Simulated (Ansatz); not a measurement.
SnTePbSe:
```cif
data_PbSeSnTe
_chemical_formula_sum 'Sn1 Te1 Pb1 Se1'
_space_group_name_H-M_alt 'P 1'
_space_group_IT_number 1
_cell_length_a 4.40436
_cell_length_b 4.40436
_cell_length_c 6.19992
_cell_angle_alpha 90.000
_cell_angle_beta 90.000
_cell_angle_gamma 90.000
loop_
_space_group_symop_operation_xyz
  'x, y, z'
loop_
_atom_site_label
_atom_site_type_symbol
_atom_site_fract_x
_atom_site_fract_y
_atom_site_fract_z
_atom_site_occupancy
Sn1 Sn 0.50000 0.50000 0.50000 1
Te1 Te 0.50000 0.50000 0.00000 1
Pb1 Pb 0.00000 0.00000 0.00000 1
Se1 Se 0.00000 0.00000 0.50000 1
```

Relaxed with PBEsol. PBEsol (plane waves, PAW; program Ansatz) gives no gap.

**Question.** What gap does HSE06 give on the same cell (Ansatz, PAW)?

**Answer.** 0.40 eV. The hybrid was solved on a coarser mesh and at special points; its gap is the smallest among all of these. On such a mesh it can open a false gap in a semimetal.

| k | v1 PBEsol | c1 PBEsol | v1 HSE06 | c1 HSE06 |
|---|---|---|---|---|
| Γ | -1.88 | 2.90 | ___ | ___ |
| Z | -1.48 | 2.02 | ___ | ___ |
| M | -3.30 | 2.92 | ___ | ___ |
| A | -0.31 | 1.38 | -0.52 | 1.66 |
| R | -0.09 | 0.43 | 0.00 | 0.40 |
| X | -0.82 | 1.20 | ___ | ___ |

**Question.** Top valence (v1) and lowest conduction level (c1) in eV from each method's valence maximum (which need not be a listed point): supply the withheld HSE06 values.

**Answer.** 
- Z, v1 HSE06: -1.71
- Z, c1 HSE06: 2.32
- Γ, v1 HSE06: -2.34
- Γ, c1 HSE06: 3.23
- X, v1 HSE06: -1.00
- X, c1 HSE06: 1.46
- M, v1 HSE06: -3.91
- M, c1 HSE06: 3.25

Cost on shared cores: the PBEsol run (SCF on a 9×9×7 mesh, then bands and DOS) roughly 70 core-seconds, the HSE06 run (SCF on 5×5×4, then a few points) about 6 core-minutes (a rough figure); the tasks are unlike.

Space group P4/mmm. The first step of the workflow began from a Materials Project structure, measured or hypothetical; the Crystallography Open Database copy checked does not list it. Its standing as an ambient phase is unchecked. The PBEsol relaxation kept the symmetry of its start. At this level the phase is dynamically unstable (imaginary phonons). Scalar-relativistic: spin–orbit coupling is off unless named, which matters more the heavier the elements.

Potentials: the later of the program's two PAW sets.
